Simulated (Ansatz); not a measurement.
Tc (hcp (Mg type), P6_3/mmc) under volume change, plane-wave PAW r²SCAN+D4 (Ansatz code), shape and atoms relaxed at each volume.

| V (Å³/atom) | E − E(relaxed) (meV/atom) | P (GPa) |
|---|---|---|
| 12.851 | 137.4 | 37.67 |
| 13.274 | (withheld) | (withheld) |
| 13.698 | 13.6 | 10.59 |
| 14.122 | 0.0 | 0.00 |
| 14.545 | (withheld) | (withheld) |
| 14.969 | 46.5 | -16.65 |
| 15.393 | 99.3 | -23.13 |

**Question.** Some entries are withheld; supply them.

**Answer.** 
- 13.274, E − E(relaxed) (meV/atom): 57.6
- 13.274, P (GPa): 23.04
- 14.545, E − E(relaxed) (meV/atom): 12.2
- 14.545, P (GPa): -9.01

**Question.** What does a third-order Birch–Murnaghan fit give for V₀, B₀ and B′?

**Answer.** V₀ = 14.12 Å³/atom, B₀ = 325 GPa, B′ = 4.4.

The cell was relaxed with r²SCAN+D4 under the symmetry of its start. No spin polarisation was allowed. The pairwise dispersion correction was not fitted to metals.

Potentials: the later of the program's two PAW sets.
